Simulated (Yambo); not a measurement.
Material: Rb₂NaYF₆ (space group Fm-3m, No. 225); a = b = c = 6.383 Å, α = β = γ = 60.00° (10 atoms in the cell). The geometry is that of Materials Project entry mp-13926, symmetrised and not relaxed again.

With LDA (pw.x of Quantum ESPRESSO, ONCV potentials, scalar-relativistic), the gap between the mesh's edge points (Γ → Γ) is 6.102 eV.

Q: What does a G0W0 run in Yambo give for it (2×2×2 Γ-centred k mesh, bands 2 to 272 and a 7 Ry block in the screening, 272 bands in G with the Bruneval-Gonze terminator, plasmon pole fitted at 27.2 eV)?

A: The correction is 3.996 eV, giving 10.097 eV, 1.7 times the LDA value.  Nearest settings tried, and what they do to the gap: 214 bands in W, 214 bands in G: +20 meV; 6 Ry block (339 vectors against 411): +6 meV; 1×1×1 mesh: -49 meV. So the settings aren't converged at that level. The k mesh is coarse.
